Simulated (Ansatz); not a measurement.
## Zn2CdS3 (I-4m2) at 2 levels of theory

One geometry, relaxed with PBE; plane waves with PAW potentials in Ansatz, scalar-relativistic. No spin polarisation. Gaps are the least over mesh and band path; pressure is positive in compression.

Space group I-4m2 (No. 119). a = 3.944 Å, b = 3.944 Å, c = 16.956 Å, α = 90.00°, β = 90.00°, γ = 90.00°
```json
{"atom": "Zn", "site": "4f", "symmetry": "2mm.", "x": "0.5000", "y": "0.0000", "z": "0.4220"}
{"atom": "Cd", "site": "2c", "symmetry": "-4m2", "x": "0.0000", "y": "0.5000", "z": "0.2500"}
{"atom": "S", "site": "4e", "symmetry": "2mm.", "x": "0.5000", "y": "0.5000", "z": "0.1554"}
{"atom": "S", "site": "2a", "symmetry": "-4m2", "x": "0.0000", "y": "0.0000", "z": "0.0000"}
```

```
level  cutoff (eV)    k mesh  gap (eV)  pressure (GPa)
  PBE          420  10×10×10      1.54             0.0
```

What comes out on the same cell with PBEsol?

```tsv
level	cutoff (eV)	k mesh	gap (eV)	pressure (GPa)
PBEsol	420	10×10×10	1.40	-3.2
```

It was reached by relaxing an invented guess, and it needn't be the stable form of this composition.
